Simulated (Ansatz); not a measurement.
GaSb (zinc blende, F-43m) at seven volumes, the program Ansatz at the r²SCAN level (PAW), scaled uniformly. One row is withheld.

| V (Å³/atom) | P (GPa) |
|---|---|
| 26.235 | 6.28 |
| 27.100 | 3.82 |
| 27.965 | 1.75 |
| 28.830 | 0.00 |
| 29.695 | -1.47 |
| 30.560 | -2.64 |
| 31.424 | ? |

**Question.** Fit the shown pressures and predict the withheld one.

**Answer.** P = (3/2)B₀(x^(7/2) − x^(5/2))[1 + (3/4)(B′ − 4)(x − 1)] with x = (V₀/V)^(2/3). Least squares on the six rows gives V₀ = 28.833 Å³/atom, B₀ = 52.7 GPa, B′ = 4.93. At V = 31.424, x = 0.9442 and P = -3.67 GPa. The run itself gave -3.68 GPa.

The r²SCAN relaxation kept the symmetry of its start; of distortions, only those at the zone centre were tested. Scalar-relativistic: spin–orbit coupling is off unless named, which matters more the heavier the elements.

Potentials: the earlier of the program's two PAW sets.
